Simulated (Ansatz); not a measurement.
**What DFT gives for YMnO3**

```
Y Mn O
1.0
     3.61642    0.00000    0.00000
    -1.80821    3.13191    0.00000
     0.00000    0.00000   11.31068
Y Mn O
2 2 6
Direct
  0.00000 0.00000 0.00000
  0.00000 0.00000 0.50000
  0.33333 0.66667 0.25000
  0.66666 0.33333 0.75000
  0.00000 0.00000 0.25000
  0.00000 0.00000 0.75000
  0.33333 0.66667 0.08707
  0.66666 0.33333 0.58707
  0.33333 0.66667 0.41293
  0.66667 0.33334 0.91293
```

Single point in Ansatz 0.2.0 with r2SCAN, collinear spin. Cutoff 500 eV, PAW datasets, 8×8×2 Γ-centred k mesh, gaussian filling (width 0.052 eV).

Magnetic state (reached from a saved solution, and it need not be the lowest): Mn3 up, Mn4 down.

(1) How is the charge shared?

(2) How large are the moments?

(3) Metal or insulator?

(4) Is the cell too large or too small?

Origin: a database entry at a rescaled volume. Caveats: semilocal functionals often miss the gap of such magnets.

Answers

(1) Bader charges in e: Y +2.27, Mn +1.76, O -1.37 to -1.29. In the mean Y gives up most and O takes most.

(2) Mn3 +3.78, Mn4 -3.78 μB of spin moment in Bader basins; net size 0.00 μB a cell.

(3) It is a metal, with about 0.32 states/eV a cell as the mean within 0.25 eV of the Fermi level, mostly O p (52 %) and Mn d (45 %).

(4) The pressure is -3.5 GPa (compression positive), so with the atoms held at these fractions the cell would first shrink. The principal stresses -4.9, -4.9, -0.9 GPa differ, so its shape would change too.
